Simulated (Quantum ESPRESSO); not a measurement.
# O in MgS: quadrupolar couplings

Host, cell and atoms relaxed with PBE and no dispersion term (field gradients by a PBE PAW density (pw.x of a modified build of Quantum ESPRESSO, JTH datasets) with the all-electron reconstruction of Petrilli and co-workers, 20 Ha, k-mesh 5×5×5 through Γ):

```csv
site,site symmetry,Vzz (10²¹ V/m²),η_Q,∣C_Q∣ (MHz)
"Mg (atoms 1, 3, 5, 7)",m-3m,0,–,0 (²⁵Mg)
"S (atoms 2, 4, 6, 8)",m-3m,0,–,0 (³³S)
```

Its cell: a = b = c = 5.2354 Å, α = β = γ = 90.00°.

Changed cell (atom 2 is the new one; 22.5 Ha, k-mesh 5×5×5 through Γ):

```xyz
8
Lattice="5.0564 0.0000 0.0000 0.0000 5.0564 0.0000 0.0000 0.0000 5.0564" Properties=species:S:1:pos:R:3 pbc="T T T"
Mg     0.0000     0.0000     0.0000
O      2.5282     0.0000     0.0000
Mg     0.0000     2.5282     2.5282
S      2.5282     2.5282     2.5282
Mg     2.5282     0.0000     2.5282
S      0.0000     0.0000     2.5282
Mg     2.5282     2.5282     0.0000
S      0.0000     2.5282     0.0000
```
The cell was made here from a computed Materials Project entry: one of 4 S replaced by O, cell and atoms relaxed (PBE without dispersion, pw.x of Quantum ESPRESSO, symmetry kept). The parent is MgS in Fm-3m; whether this form has been observed was not checked. The swapped cell is a model, not a known phase. Stability against distortions was not tested.

Quadrupole moments taken as inputs (sizes, barn, from the tables of PySCF and pymatgen): ²⁵Mg 0.199, ³³S 0.0678, ¹⁷O 0.0256.

Convention: |Vzz| is the largest principal value, η_Q = (Vxx − Vyy)/Vzz, |C_Q| = |eQVzz/h|. Cores are frozen. Against all-electron runs on small test molecules, this scheme's |Vzz| missed by −3 % on S. Mg had no test against all-electron runs. The structure is static (0 K, no zero-point motion).

Problem. What do the sites of the changed cell show?

Solution. 
| site | distance to atom 2 (Å) | Vzz (10²¹ V/m²) | η_Q | ∣C_Q∣ (MHz) |
|---|---|---|---|---|
| Mg1 (atoms 1, 5, 7) | 2.53 | 1.12 | 0.00 | 5.41 |
| O (atom 2) | – | 0 | – | 0 |
| Mg2 (atom 3) | 4.38 | 0 | – | 0 |
| S (atoms 4, 6, 8) | 3.58 | -0.54 | 0.00 | 0.88 |
The swap repeats in every cell, so this is an ordered compound and not a dilute impurity.
